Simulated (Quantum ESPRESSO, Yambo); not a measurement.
RbCl at -1 % biaxial strain: DFT and GW levels

```xyz
2
Lattice="3.8472 0.0000 0.0000 0.0000 3.8472 0.0000 0.0000 0.0000 3.9011" Properties=species:S:1:pos:R:3 pbc="T T T"
Cl     1.9236     1.9236     1.9505
Rb     0.0000     0.0000     0.0000
```

The PBEsol cell relaxed from Materials Project entry mp-23299 was given a biaxial strain of -1 % along x and y, z relaxed, and the atoms were relaxed again.

Starting point: PBEsol (pw.x of Quantum ESPRESSO, ONCV potentials, no spin-orbit coupling). G0W0 in Yambo: 4×4×4 Γ-centred k mesh, 135 bands and a 10 Ry block in the screening, 135 bands in G with the Bruneval-Gonze terminator, plasmon pole fitted at 27.2 eV.

The PBEsol gap along the band path comes out as 4.99 eV. The PBEsol gap between the mesh's edge points (R → Γ) comes out as 4.99 eV, the G0W0 gap between the same points is 7.89 eV and the PBEsol smallest direct gap on the mesh (at Γ) comes out as 5.08 eV. The G0W0 direct gap at that point comes out as 7.98 eV.

```csv
k point,band,E PBEsol (eV),E QP (eV),shift (eV),Z
Γ,VB,-0.09,-2.15,-2.07,0.81
Γ,CB,4.99,5.82,0.83,0.87
R,VB,0.00,-2.07,-2.07,0.81
R,CB,6.07,7.09,1.02,0.87
A,VB,-1.38,-3.45,-2.06,0.78
A,CB,9.66,10.75,1.09,0.88
```

Energies count from the PBEsol valence-band maximum.

Convergence of the G0W0 settings was not tested.

This is not the ordinary phase of the substance.
